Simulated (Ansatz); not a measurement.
Below is a relaxed structure of Ba2Ge3W. The cell was found from a structure generator's guess, not taken from experiment.

Level of theory: DFT PBE, scalar-relativistic, plane waves, PAW in Ansatz. Cutoff 420 eV, Γ-centred mesh, Gaussian smearing, no spin polarisation.

```cif
data_structure
_symmetry_space_group_name_H-M 'P 1'
_symmetry_Int_Tables_number 1
_cell_length_a 4.2785
_cell_length_b 4.2785
_cell_length_c 11.8207
_cell_angle_alpha 90.000
_cell_angle_beta 90.000
_cell_angle_gamma 120.000
_cell_volume 187.40
loop_
_atom_site_label
_atom_site_type_symbol
_atom_site_fract_x
_atom_site_fract_y
_atom_site_fract_z
_atom_site_occupancy
Ba1 Ba 0.33333 0.66667 0.17561 1
Ba2 Ba 0.33333 0.66667 0.78651 1
Ge1 Ge 0.00000 0.00000 0.98940 1
Ge2 Ge 0.33333 0.66667 0.44919 1
Ge3 Ge 0.66667 0.33333 0.59469 1
W1 W 0.00000 0.00000 0.51706 1
```

Energies over the elements count from the elements' standard structures at the same level, with no fitted energy shifts.

Problem. Find its symmetry and describe it.

Solution. P3m1 (No. 156). Conventional cell: a = 4.279 Å, c = 11.821 Å. Ba on its first site has 4 Ge at 3.23–3.31 Å; around Ba on its second site lie 6 Ge at 3.35–3.44 Å, 1 Ge at 3.99 Å and 3 W at 4.03 Å; Ge on its first site is surrounded by 6 Ba at 3.31–3.44 Å; around W lie 6 Ge at 2.60–2.64 Å and 3 Ba at 4.03 Å; 2 more sites not described.

Problem. What is its formation energy per atom?

Solution. +0.19 eV/atom. It can't be a ground state, since the elements alone are lower.

Problem. Is it a metal?

Solution. Yes, bands cross the Fermi level on the 12×12×4 mesh.

Problem. From what recipe could a structure generator have reached it?

Solution. One such recipe: close-packed layers stacked ABABCB, next cell at A (P3m1, No. 156). Other recipes can lead to the same cell.

The last run used a 12×12×4 mesh (in the run's order of axes) for its 6-atom cell and Gaussian smearing of 0.10 eV. These runs have no spin–orbit coupling, which can matter for W. The cell is a metal run without spin; a magnetic state may lie lower. Symmetry constrained the relaxation, so the result can be a saddle point.
